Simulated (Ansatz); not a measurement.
# How much do the gradients of PbCl3 depend on the method?

Cell: a COD entry, its atoms then relaxed with PBE in this cell.

```cif
data_PbCl3
_symmetry_space_group_name_H-M 'P6_3/mmc'
_symmetry_Int_Tables_number 194
_cell_length_a 8.3732
_cell_length_b 8.3732
_cell_length_c 13.9808
_cell_angle_alpha 90.000
_cell_angle_beta 90.000
_cell_angle_gamma 120.000
loop_
_atom_site_label
_atom_site_type_symbol
_atom_site_symmetry_multiplicity
_atom_site_Wyckoff_symbol
_atom_site_fract_x
_atom_site_fract_y
_atom_site_fract_z
Pb Pb 4 f 0.3333 0.6667 0.3907
Cl5 Cl 6 h 0.1979 0.8021 0.2500
Cl11 Cl 6 g 0.5000 0.0000 0.5000
```

One atom of each set is listed.

First run. Level of theory: DFT, PBE, plane waves and PAW, scalar-relativistic, 420 eV cutoff, Γ-centred 5×5×3 k-points, Fermi–Dirac smearing 0.05 eV (Ansatz 0.2.0).

```json
{"site": "Pb", "V_zz (10²¹ V/m²)": "-10.95", "η": "0.00"}
{"site": "Cl5", "V_zz (10²¹ V/m²)": "-16.06", "η": "0.89"}
{"site": "Cl11", "V_zz (10²¹ V/m²)": "27.7", "η": "0.03"}
```

Second run. The same atoms and settings, except that the functional is r2SCAN and the cutoff is 500 eV.

Problem. What does the second run give?

Solution. 

| site | V_zz | η | change of V_zz |
| --- | --- | --- | --- |
| Pb | -11.01 | 0.00 | -0.06 |
| Cl5 | -15.65 | 0.93 | +0.41 |
| Cl11 | 27.4 | 0.03 | -0.35 |

The largest change of V_zz is on Cl5, from -16.06 to -15.65. In per cent, |V_zz| changes by +1 on Pb, -3 to -1 on Cl (all sites that start above 2).

The run finds no gap above 0.1 eV (a metal, or nearly one), so the gradients can move by 10 % or more with the k-mesh. Spin–orbit coupling is left out, which shifts gradients on Pb by a few per cent in wide-gap crystals, and can shift them far more where the calculated gap is small or absent, as here.
